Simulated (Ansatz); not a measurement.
Total density of states per atom from r²SCAN+D4 in the plane-wave PAW code Ansatz, in 0.25 eV bins, energy from the valence-band maximum:

```
E (eV) | states/eV/atom
    -7.85 |  0.00
    -7.60 |  0.00
    -7.35 |  0.00
    -7.10 |  0.00
    -6.85 |  0.00
    -6.60 | ############ 2.06
    -6.35 | ### 0.60
    -6.10 | ############################## 5.33
    -5.85 | ### 0.60
    -5.60 | ########################### 4.74
    -5.35 |  0.00
    -5.10 |  0.00
    -4.85 |  0.00
    -4.60 |  0.00
    -4.35 |  0.00
    -4.10 |  0.00
    -3.85 | #### 0.69
    -3.60 | ########### 1.92
    -3.35 |  0.06
    -3.10 |  0.00
    -2.85 | # 0.11
    -2.60 | ##### 0.95
    -2.35 | ##### 0.93
    -2.10 | ####### 1.18
    -1.85 | ###### 1.15
    -1.60 | ##### 0.88
    -1.35 | #### 0.79
    -1.10 | ######## 1.42
    -0.85 | ######### 1.63
    -0.60 | ######### 1.55
    -0.35 | ########## 1.77
    -0.10 | ##### 0.96
     0.15 |  0.00
     0.40 |  0.00
     0.65 |  0.00
     0.90 |  0.00
     1.15 |  0.00
     1.40 |  0.00
     1.65 |  0.00
     1.90 |  0.00
     2.15 |  0.00
     2.40 |  0.00
     2.65 |  0.07
     2.90 | #### 0.72
     3.15 | ######## 1.48
     3.40 | ## 0.39
     3.65 |  0.01
     3.90 |  0.00
     4.15 |  0.00
     4.40 |  0.00
     4.65 |  0.00
     4.90 |  0.00
     5.15 | # 0.19
     5.40 | ### 0.59
     5.65 | ##### 0.95
     5.90 | #### 0.69
     6.15 | ### 0.49
     6.40 | ##### 0.96
     6.65 | ####### 1.16
     6.90 | ## 0.29
     7.15 | # 0.13
     7.40 | # 0.18
```

### Question
Which compound is it?
A. SnSe, Pnma (Sn on 4c, Se on 4c)
B. GaGeTe, R-3m (Ga on 6c, Ge on 6c, Te on 6c)
C. TiTe2, CdI2 type
D. HgIBr, Cmc2_1 (Hg on 4a, I on 4a, Br on 4a)

### Answer
D, HgIBr, Cmc2_1 (Hg on 4a, I on 4a, Br on 4a). Top 1 eV of the valence band: I 5p 65 %, Br 4p 30 %. Bottom 1 eV of the conduction band: Hg 6s 44 %, I 5p 26 %, Br 4p 20 %. Projections are on Löwdin-orthogonalised atomic valence shells; empty p or d shells of many metals are not among them.

The workflow started from a Materials Project entry (that database holds measured and hypothetical structures alike); the Crystallography Open Database copy checked does not list it. Its standing as an ambient phase is unchecked. The r²SCAN+D4 relaxation kept the symmetry of its start; whether a distortion lowers the energy is not shown. Scalar-relativistic: spin–orbit coupling is off unless named, which matters more the heavier the elements.

Potentials: the later of the program's two PAW sets.
